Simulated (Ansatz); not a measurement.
## Thickness series of a surface: bcc Mo (100)

All-electron LAPW in Ansatz 0.2.0 under PBE, scalar-relativistic, energies extrapolated to zero smearing, no spin–orbit coupling, no spin polarisation. The 1×1 slabs (area 9.99 Å²) are cut from the bulk relaxed on PAW files, and their atoms are relaxed; γ counts from the bulk energy, Δd12 is the change of the outer spacing. No reconstruction is allowed, and meshes differ a little between slabs.

```
planes  γ (J/m²)  Φ (eV)  Δd12 (%)
     1     4.235       ?         –
     3     3.460    4.00      -8.0
     4     3.212    3.84     -14.9
     5     3.343    3.92     -11.4
     6         ?    3.85     -13.1
```

**Question.** What belongs in the row "6", column "γ (J/m²)"?

**Answer.** 3.194.

**Question.** Fill in "Φ (eV)" for the row "1".

**Answer.** 4.76.

**Question.** How far have the values settled with thickness?

**Answer.** Between 5 and 6 planes γ moves by -4.4 % and Φ by -0.08 eV. Thin films carry quantum-size oscillations, so two neighbours that agree don't prove convergence.
